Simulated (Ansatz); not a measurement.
# C (P6_3/mmc), an elastic constant from a strain scan

Computed with DFT r2SCAN, scalar-relativistic, plane waves, PAW (Ansatz). Cutoff 500 eV, Γ-centred 12×12×4 k-points, Gaussian smearing of 0.05 eV. No spin polarisation. Energies are free energies at this smearing, counted from the undisturbed cell; pressure is positive in compression.

Zero of the scan (relaxed at this level):

```
CELL_PARAMETERS angstrom
2.50984 0.00000 0.00000
-1.25492 2.17358 0.00000
0.00000 0.00000 8.28032
ATOMIC_POSITIONS crystal
C 0.00000 0.00000 0.09293
C 0.00000 0.00000 0.59293
C 0.00000 0.00000 0.40707
C 0.00000 0.00000 0.90707
C 0.33333 0.66667 0.15550
C 0.66667 0.33333 0.65550
C 0.33333 0.66667 0.34450
C 0.66667 0.33333 0.84450
```

The cell is strained by ε times the Voigt pattern (1, 1, 0, 0, 0, 0) (xx, yy, zz, yz, xz, xy; engineering shear) with fractional coordinates fixed. The cell holds 8 atoms in V0 = 45.17 Å³. The stress column is τ = (1/V0) dE/dε, got from the stress tensor σ (compression positive) at each point as −det(1 + εP) σ : P(1 + εP)⁻¹, with P the pattern as a tensor.

| ε | ΔE (meV/atom) | τ (GPa) |
| --- | --- | --- |
| -0.0400 | 82.344 | -122.786 |
| -0.0300 | 45.155 | -88.672 |
| -0.0200 | 19.568 | -56.925 |
| -0.0100 | 4.772 | -27.413 |
| 0.0000 | 0.000 | -0.007 |
| 0.0100 | 4.534 | 25.407 |
| 0.0200 | 17.688 | 48.938 |
| 0.0300 | 38.820 | 70.694 |
| 0.0350 | 52.187 | 80.936 |
| 0.0400 | ? | ? |

Problem. Which combination of elastic constants does this scan measure, and how large is it?

Solution. For small ε, τ = τ0 + Kε with K = pᵀCp, which for this pattern is C11 + C22 + 2 C12 in the Cartesian frame shown. The parabola through τ at ε = -0.0100, 0 and 0.0100 has slope K = 2641 GPa at zero. The energies per cell, E = NΔE, of the same two points give K = 2[E(ε₊)/ε₊ − E(ε₋)/ε₋]/[(ε₊ − ε₋)V0] = 2640 GPa, in agreement. These are clamped-ion values.

Problem. Predict the withheld row at ε = 0.0400 from the harmonic law, and compare.

Solution. ΔE = V0(τ0 ε + Kε²/2)/N = 74.451 meV/atom and τ = 105.63 GPa. The calculation gives 67.321 meV/atom and 90.77 GPa: the energy lies 10 % below the harmonic value, as bonds soften when stretched.

Forces appear on the atoms along this scan, and letting them relax would lower the energy and soften the response.

Cost: 10 runs of about 1.1 core-minutes in all, on Arm Neoverse V2 (shared hosts).